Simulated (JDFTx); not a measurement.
Input for a modified build of JDFTx: diarsenic, As2 (SMILES [As]#[As]), charge 0, multiplicity 1, linear PCM (GLSSA13), water, 1 M NaCl; lengths in bohr, energies in hartree. The run starts from orbitals saved by an earlier run of the same system.

```
lattice \
  18.4248297151 0.0000000000 0.0000000000 \
  0.0000000000 14.6453774658 0.0000000000 \
  0.0000000000 0.0000000000 14.6453774658
coords-type Cartesian
ion As 1.9775983894 -0.0379834951 0.0198421243 0
ion As -1.9775983894 0.0379834951 -0.0198421243 0
ion-species pseudo/as_pbe_v1.upf
elec-cutoff 20 100
elec-ex-corr gga-PBE
symmetries none
elec-n-bands 5
electronic-minimize nIterations 150 energyDiffThreshold 1e-7
fluid LinearPCM
pcm-variant GLSSA13
fluid-solvent H2O
fluid-cation Na+ 1
fluid-anion Cl- 1
fluid-minimize nIterations 400 knormThreshold 1e-11
wavefunction read s0.wfns 8
dump-name s3.$VAR
dump End State Ecomponents EigStats BandEigs Forces ElecDensity IonicPositions FluidDebug
```

The log closes as follows.

```
[...]
ElecMinimize: Iter:   4  Etot: -12.785233315938996  |grad|_K:  4.551e-07  alpha:  1.517e+00  linmin: -8.967e-03
ElecMinimize: Iter:   5  Etot: -12.785233343649340  |grad|_K:  1.875e-07  alpha:  1.572e+00  linmin: -2.800e-02
ElecMinimize: Iter:   6  Etot: -12.785233348215595  |grad|_K:  9.298e-08  alpha:  1.518e+00  linmin: -1.260e-01
ElecMinimize: Converged (|Delta Etot|<1.000000e-07 for 2 iters).

# Ionic positions in cartesian coordinates:
ion As   1.977598389400000  -0.037983495100000   0.019842124300000 0
ion As  -1.977598389400000   0.037983495100000  -0.019842124300000 0

# Forces in Cartesian coordinates:
force As   0.015697138408844  -0.000170983646928   0.000106733774853 0
force As  -0.015697216046394   0.000170967908903  -0.000106744845038 0

# Energy components:
   A_diel =        0.0006410114544461
   Eewald =       -2.4023734119543230
       EH =        7.7982820046519707
     Eloc =      -11.4150526790176752
      Enl =       -6.9376379348569399
      Exc =      -31.4171022316032591
 Exc_core =       27.4212565601470750
       KE =        4.1667533329631103
-------------------------------------
     Etot =      -12.7852333482155949


	eMin: -0.613927 at state 0 ( [ +0.000000 +0.000000 +0.000000 ] spin 0 )
	HOMO: -0.231885 at state 0 ( [ +0.000000 +0.000000 +0.000000 ] spin 0 )
```

The run took 7 electronic cycles (a count that differs between repeats, as do the digits past 10⁻⁶ Ha); the highest occupied level lies at -6.31 eV from the bulk liquid; the total lies 0.02 eV from the vacuum run at this geometry. The continuum can't coordinate to the solute or react with it.
